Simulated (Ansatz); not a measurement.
SnS (space group Pnma)

```
SnS
1.0
   10.98179     0.00000     0.00000
    0.00000     3.95429     0.00000
    0.00000     0.00000     4.18376
Sn S
4 4
Direct
  0.11789   0.75000   0.89142
  0.88211   0.25000   0.10858
  0.38211   0.25000   0.39142
  0.61789   0.75000   0.60858
  0.85386   0.75000   0.52561
  0.14614   0.25000   0.47439
  0.64614   0.25000   0.02561
  0.35386   0.75000   0.97439
```

The slice is a (100) plane (indices of the conventional cell) through the point (0.146, 0.250, 0.474) (fractional), spanned by u = [010] and v = [001] in vectors of this cell: u (3.95 Å) and v (4.18 Å, at 90° to u). It covers one period; positions are fractions (u, v).

These are LDA (plane waves to 420 eV, PAW, scalar-relativistic; Ansatz, an electronic-structure program) values and carry that method's errors. k mesh 3×8×8. Inside the PAW spheres the values are not all-electron values, and peaks at nuclei hang on which shells count as valence. SnS was relaxed with its symmetry unable to fall.

Sketch the valence electron density on this plane as a map.


```
|56777766555444445556677776|
|77777766554444444556677777|
|77777766554444444556677777|
|77777665554444444555667777|
|77776665554444444555666777|
|77666655554444444555566667|
|66666555555555555555556666|
|66555555555555555555555556|
|55555555555666665555555555|
|55555555566666666655555555|
|44445555666777776665555444|
|44445556677788877766555444|
|44445556678888888766555444|
|44445566778899988776655444|
|44445566788999998876655444|
|44455566789999999876655544|
|44555566788999998876655554|
|55555566788999998876655555|
|55555566778899988776655555|
|66666666677888887766666666|
|66666666667777777666666666|
|77666666666677766666666667|
|77777666666666666666667777|
|77777766665555555666677777|
|77777766655555555566677777|
|67777766655555555566677777|
|56777776655544455566777776|
|05777776655444445566777775|
```
Scale: ten equal steps from -3.00 (start of '0') to 1.01 (end of '9'), in the order '0123456789'. Values: log₁₀ of the valence density in e/Å³. The map has 26 points along u (one character each, u = 0 at the left) and 28 along v (v = 0 in the bottom row). The scale is logarithmic, as a density can span decades between atoms and voids; values under 0.001 e/Å³ are set to 0.001.
